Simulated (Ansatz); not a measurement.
Computed with DFT PBE, scalar-relativistic, plane waves, PAW in Ansatz 0.2.0. All cells share a 420 eV cutoff and Γ-centred k meshes spaced about 0.3 Å⁻¹ or finer (0.25 for metals, 2π included). No spin polarisation.

These are static total energies at zero pressure.

Two forms of Mg2GeN3 were relaxed alike.

A. Space group R-3m (No. 166), trigonal, a = 3.024 Å, c = 23.812 Å. Mg has 3 N at 2.13 Å, 3 N at 2.39 Å and 1 Ge at 2.74 Å; Ge is surrounded by 6 N at 2.06 Å and 2 Mg at 2.74 Å; N on a site of symmetry 3m is surrounded by 3 Ge at 2.06 Å and 3 Mg at 2.39 Å; N on a site of symmetry -3m is surrounded by 6 Mg at 2.13 Å.

B. Space group P3m1 (No. 156), trigonal, a = 3.093 Å, c = 8.503 Å. Mg on its first site is surrounded by 3 N at 2.10 Å, 3 N at 2.37 Å and 1 Mg at 2.65 Å; Mg on its second site has 3 N at 2.10 Å and 1 Mg at 2.65 Å; Ge has 1 N at 1.76 Å and 3 N at 1.97 Å; N on its first site is surrounded by 3 Ge at 1.97 Å; around N on its second site lie 3 Mg at 2.10 Å and 3 Mg at 2.37 Å; 1 more site not described.

**Question.** Which is lower in energy, and by how much?

**Answer.** They are level within the accuracy (3 meV/atom apart, with A the lower in these runs). A has space group R-3m (No. 166), 10.5 Å³/atom and no gap on its mesh; B has space group P3m1 (No. 156), 11.7 Å³/atom and no gap. Counting N atoms around Ge and Mg (those within 1.25 times the shortest such distance or 1.15 times the sum of covalent radii, 1.27 where that leaves under three; a plus sign parts nearer from farther groups; a slash parts the counts of unlike sites), A has Mg 3+3, Ge 6 and B has Mg 3/3+3, Ge 1+3. Both come from trial cells of a structure search, whose lowest cell (P-3m1, 10.1 Å³/atom) lies 158 meV/atom below the lower of the two.

For metals, differences of a few meV/atom aren't resolved. No dispersion correction is applied, so the spacing and binding between layers, chains or molecules are poorly described (P3m1), and this can change margins and order among such cells. In R-3m, P3m1 an odd number of electrons in the primitive cell allows no gap without spin; a larger cell or a magnetic state could open one. A magnetic state wasn't ruled out in cells without spin, among them R-3m. Cells relaxed within their symmetry can be saddle points. Some types were kept out of the candidates beforehand, so the set may lack a known form.
